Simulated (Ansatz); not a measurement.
Relaxed MoS2 (2H-MoS2 type, space group P6_3/mmc):

```
CELL_PARAMETERS angstrom
      3.17300     0.00000     0.00000
     -1.58650     2.74790     0.00000
      0.00000     0.00000    12.43657
ATOMIC_POSITIONS crystal
  Mo 0.33333 0.66667 0.25000
  Mo 0.66667 0.33333 0.75000
  S  0.33333 0.66667 0.62491
  S  0.66667 0.33333 0.12491
  S  0.66667 0.33333 0.37509
  S  0.33333 0.66667 0.87509
```

Calculation: r2SCAN+rVV10 (plane waves to 500 eV, PAW, scalar-relativistic; Ansatz, a first-principles code). k mesh 10×10×3 (Γ-centred), Fermi-Dirac smearing 0.05 eV. As the smearing reaches across the gap at some points, energies and forces of such displacements shift with the k mesh and the smearing. MoS2 is run without spin polarisation. MoS2 was relaxed with its symmetry unable to fall.

One atom of the cell was then moved (with its periodic images), all else fixed, and the forces (eV/Å) came out as:

| atom | Fx | Fy | Fz |
|---|---|---|---|
| Mo1 | 2.232 | -3.515 | 2.466 |
| Mo2 | 0.009 | -0.014 | 0.009 |
| S3 | -0.002 | 0.006 | -0.001 |
| S4 | -1.730 | 3.483 | -2.541 |
| S5 | -0.518 | 0.066 | 0.079 |
| S6 | 0.010 | -0.026 | -0.012 |

### Question
Which atom was moved, and by which vector (Å)?

### Answer
S4, by (0.40, -0.40, 0.00), 0.56 Å in all.

(A displaced cell: forces are minus the slopes of the energy, force constants its curvatures, and phonons follow from these.)
